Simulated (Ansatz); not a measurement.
Mg (bcc (W type), Im-3m) under volume change, the program Ansatz at the PBEsol level (PAW), scaled uniformly.

```csv
V (Å³/atom),E − E(relaxed) (meV/atom),P (GPa)
20.463,24.1,4.13
21.137,10.1,2.54
21.812,2.4,1.17
22.487,0.0,0.00
23.161,2.2,-1.01
23.836,8.3,-1.87
24.510,17.8,-2.61
```

**Question.** What does a third-order Birch–Murnaghan fit give for V₀, B₀ and B′?

**Answer.** V₀ = 22.49 Å³/atom, B₀ = 36.1 GPa, B′ = 4.0.

The first step of the workflow began from a Materials Project structure, measured or hypothetical; the Crystallography Open Database copy checked does not list it. It is not the phase usual at ambient conditions (space group No. 194). The PBEsol relaxation kept the symmetry of its start. At this level the phase is mechanically unstable.

Potentials: the earlier of the program's two PAW sets. The files were generated under PBE; for other functionals the program regenerates the frozen cores, and for LDA and PBEsol the local potential too.
